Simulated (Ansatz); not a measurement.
A crystal relaxed with r2SCAN in Ansatz has space group Cmmm (No. 65) and a = 6.664 Å, b = 6.677 Å, c = 6.296 Å.

```tsv
atom	site	x	y	z
Sn	2b	0.5000	0.0000	0.0000
Sn	4k	0.0000	0.0000	0.7458
O	4g	0.1943	0.0000	0.0000
O	8n	0.5000	0.8092	0.7397
Xx	2c	0.5000	0.0000	0.5000
O	4h	0.2029	0.0000	0.5000
```

The r2SCAN gap is indirect, 2.40 eV (Γ to Y), below the direct gap of 2.65 eV at Γ. With PBE the valence top lies at Γ and the conduction bottom at Y, 1.91 eV higher; the smallest vertical gap, at Γ, is 2.15 eV. Meshes: r2SCAN 6×6×4, PBE 6×6×4. r2SCAN's ε∞ is 4.6, 4.3 and 5.0 along x, y and z.

Question: Which element is Xx?
A. Ti
B. Hf
C. Zr

Answer: A. Xx is Ti: a 12-atom cell of TiSn3O8 built on the rutile structure (relaxed group Cmmm). Sn has 6 O at 2.04–2.08 Å; Sn has 6 O at 2.05–2.07 Å; O has 3 Sn at 2.04–2.06 Å; O has 1 Ti at 1.98 Å and 2 Sn at 2.07–2.08 Å; Ti has 6 O at 1.98 Å; O has 1 Ti at 1.98 Å and 2 Sn at 2.05 Å.

The cell comes from a prototype generator: it can be a known phase or a hypothetical one. Spin polarisation is off.

No spin-orbit coupling is included; it can move band edges with weight on the heavy atoms by tenths of an eV.

For a response run the program warns that the ground state's bands aren't all converged, so ε∞ carries an extra error.
